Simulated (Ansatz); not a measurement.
La, diamond: geometry optimisation

The calculation used DFT, r2SCAN, plane waves (500 eV) with PAW, scalar-relativistic in Ansatz 0.2.0. The PAW files were generated under PBE, with cores re-solved for the functional.

k-point mesh 8×8×8, Fermi-Dirac smearing 0.1 eV, no spin polarisation. Cell and atoms relax.

Starting structure:

```yaml
crystal:
  lattice:
    - [0.0, 3.6965376151, 3.6965376151]
    - [3.6965376151, 0.0, 3.6965376151]
    - [3.6965376151, 3.6965376151, 0.0]
  atoms:
    - { symbol: La, position: [0.125, 0.125, 0.125] }
    - { symbol: La, position: [0.875, 0.875, 0.875] }
hamiltonian:
  xc: r2scan
  pseudopotentials:
    kind: paw
    azcp:
      La: "pseudopotentials/La.paw.azcp"
basis:
  ecutwfc: 500
  fft_grid_basis: typed
kpoints:
  mp_grid: { grid: [8, 8, 8], shift: [0, 0, 0] }
magnetization:
  spin_polarized: false
scf:
  occupations: { method: fermi_dirac, width: 0.1 }
relax:
  max_steps: 60
  f_tol: 0.01
  cell: {}
output:
  write_density: true
  write_potential: true
  elf: true
  volumetric_format: npy
```

Problem. What cell does the relaxation end in?

Solution. Fd-3m with a = 6.660 Å; 36.92 Å³ per atom against 50.51 at the start (-26.9 %).

Problem. How much energy does the relaxation gain?

Solution. 354.7 meV per atom.

Path of the relaxation (the plane waves are chosen anew near the end, which can shift the energy a little):

| step | E − E(final) (meV/atom) | V (Å³/atom) | P (GPa) | max force (eV/Å) |
| --- | --- | --- | --- | --- |
| 0 | 354.66 | 50.511 | -5.46 | 0.000 |
| 1 | 119.71 | 43.478 | -4.80 | 0.000 |
| 2 | -1.47 | 37.130 | -0.26 | 0.000 |
| 3 | -1.64 | 36.817 | 0.14 | 0.000 |
| 4 | -1.67 | 36.923 | 0.00 | 0.000 |
| 5 | 0.00 | 36.923 | 0.00 | 0.000 |
